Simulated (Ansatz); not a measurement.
Relaxed CdS (wurtzite):

```
CdS
1.0
    4.16356     0.00000     0.00000
   -2.08178     3.60575     0.00000
    0.00000     0.00000     6.76722
Cd S
2 2
Direct
  0.66667   0.33333   0.00099
  0.33333   0.66667   0.50099
  0.66667   0.33333   0.62421
  0.33333   0.66667   0.12421
```

Two-dimensional scan of atom 4 (S, nearest neighbour Cd at 2.544 Å; its periodic images, 4.2 Å or more away, move with it): u runs along (1.000, 0.000, 0.000), v along (0.000, 1.000, 0.000) (Cartesian). Cell and other atoms are fixed.

Computed with r2SCAN (plane waves to 500 eV, PAW, scalar-relativistic; Ansatz, a first-principles code). k mesh 7×7×4 (Γ-centred), Fermi-Dirac smearing 0.05 eV. Points where atoms come too close for the PAW data are left out (x in tables, blank in figures). Fu and Fv are the components of the force on the atom. CdS was relaxed with its symmetry unable to fall. 

```
Fu (eV/Å)   u = -0.640  u = -0.320  u = 0.000  u = 0.320  u = 0.640
----------  ----------  ----------  ---------  ---------  ---------
v = -0.640           x           …       0.00          …          x
v = -0.320           …        4.26       0.00      -4.26          …
v = 0.000            …           …       0.00          …          …
v = 0.320         1.50        0.33       0.00      -0.33      -1.50
v = 0.640        -1.74       -1.54       0.00       1.54       1.74
```

Task: Fill in the missing entries.

Result: 
- v = -0.640, u = -0.320: 7.05
- v = -0.640, u = 0.320: -7.05
- v = -0.320, u = -0.640: 11.66
- v = -0.320, u = 0.640: -11.66
- v = 0.000, u = -0.640: 5.36
- v = 0.000, u = -0.320: 1.98
- v = 0.000, u = 0.320: -1.98
- v = 0.000, u = 0.640: -5.36

(For displaced atoms, the force is minus the slope of the energy, and its curvature is a force constant, which sets phonon frequencies.)
